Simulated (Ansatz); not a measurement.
GeW (NiAs type, space group No. 194) at seven volumes, the program Ansatz at the PBE level (PAW), shape and atoms relaxed at each. One row is withheld.

| V (Å³/atom) | P (GPa) |
|---|---|
| 14.639 | 19.93 |
| 15.122 | 12.18 |
| 15.604 | 5.54 |
| 16.087 | 0.00 |
| 16.569 | -5.22 |
| 17.052 | -9.68 |
| 17.535 | ? |

Fit the shown pressures and predict the withheld one.

P = (3/2)B₀(x^(7/2) − x^(5/2))[1 + (3/4)(B′ − 4)(x − 1)] with x = (V₀/V)^(2/3). Least squares on the six rows gives V₀ = 16.072 Å³/atom, B₀ = 181 GPa, B′ = 3.52. At V = 17.535, x = 0.9436 and P = -13.52 GPa. The run itself gave -13.48 GPa.

Space group P6_3/mmc (NiAs type). The cell is a constructed one: a structure type filled with these elements; neither database checked (COD, Materials Project) lists it. Whether it is the stable phase at ambient conditions was not checked. Symmetry was held in the PBE relaxation; its stability against distortions is not shown here. The run is not spin-polarised. Scalar-relativistic: spin–orbit coupling is off unless named, which matters more the heavier the elements.

Potentials: the later of the program's two PAW sets.
